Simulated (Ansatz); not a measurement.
Suppose GaSbTeSe₂ takes space group P-6m2 (No. 187), with Ga on 1f; Sb on 1e; Te on 1c; Se on 2i.

Computed with Ansatz 0.2.0, DFT PBE, scalar-relativistic, plane waves, PAW. Cutoff 420 eV, Γ-centred mesh, Gaussian smearing, no spin polarisation.

Formation energies are uncorrected and refer to the elements' standard structures at the same level.

Question: Predict the relaxed structure.

Answer:

Space group P-6m2 (No. 187). a = 5.180 Å, b = 5.180 Å, c = 10.133 Å, α = 90.00°, β = 90.00°, γ = 120.00°
```tsv
atom	site	symmetry	x	y	z
Ga	1f	-6m2	0.6667	0.3333	0.5000
Sb	1e	-6m2	0.6667	0.3333	0.0000
Te	1c	-6m2	0.3333	0.6667	0.0000
Se	2i	3m.	0.6667	0.3333	0.7209
```

Ga is surrounded by 2 Se at 2.24 Å; around Sb lie 2 Se at 2.83 Å and 3 Te at 2.99 Å; Te is surrounded by 3 Sb at 2.99 Å; Se has 1 Ga at 2.24 Å and 1 Sb at 2.83 Å. Another local minimum with the same sites may exist.

Question: Where does its energy lie, and is it a metal?

Answer: The energy over the elements is +0.24 eV/atom. The gap on the 12×12×4 mesh of the 5-atom cell is 0 eV (a metal). It can't be a ground state, since the elements alone are lower.

The last run used Gaussian smearing of 0.10 eV. These runs have no spin–orbit coupling, which can matter for Sb and Te. The reference forms of Se and Te are held partly by dispersion forces, which this level lacks. Symmetry constrained the relaxation, so the result can be a saddle point. Another cell of GaSbTeSe2 relaxed alike, in P3m1, lies 0.56 eV/atom lower, so this cell isn't the stable form at this level.
